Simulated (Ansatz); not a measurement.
Consider the following.

Relaxed NiSi₂ (fluorite type, space group Fm-3m):

```
NiSi2
1.0
    0.00000     2.69483     2.69483
    2.69483     0.00000     2.69483
    2.69483     2.69483     0.00000
Ni Si
1 2
Direct
  0.00000   0.00000   0.00000
  0.25000   0.25000   0.25000
  0.75000   0.75000   0.75000
```

Scan: atom 2 (Si, nearest neighbour Ni at 2.334 Å; its periodic images, 3.8 Å or more away, move with it) is displaced towards the nearest neighbour, direction (-0.577, -0.577, -0.577) in Cartesian axes, by s. The other atoms stay.

These are r2SCAN (plane waves to 500 eV, PAW, scalar-relativistic; Ansatz, a quantum-chemistry and plane-wave program) values and carry that method's errors. k mesh 12×12×12 (Γ-centred), Fermi-Dirac smearing 0.05 eV. Energies are smeared free energies. With partly filled bands, energies and forces of such displacements shift with the k mesh and the smearing. On this mesh the relaxed cell isn't quite at rest: it carries a pressure of -0.3 GPa (compression positive) at the zero of the scan. NiSi2 is run without spin polarisation. NiSi2 was relaxed with its symmetry unable to fall. The PAW data are Ansatz's earlier set. ΔE is measured from the undisplaced structure.

The scan covers s from -0.230 to 0.230 Å in 11 points.

Problem. Is the energy the same for displacements of ±0.230 Å, and if not, which side lies higher?

Solution. Not even: the positive side lies higher at ±0.230 Å. With its periodic images moving along, the atom's site symmetry in this cell is -43m.

Problem. What is the energy change at s = 0.230 Å?

Solution. 270 meV/cell.

Problem. What is the force constant k = d²E/ds² of this move at s = 0?

Solution. 8.57 eV/Å².

(A displaced cell: forces are minus the slopes of the energy, force constants its curvatures, and phonons follow from these.)
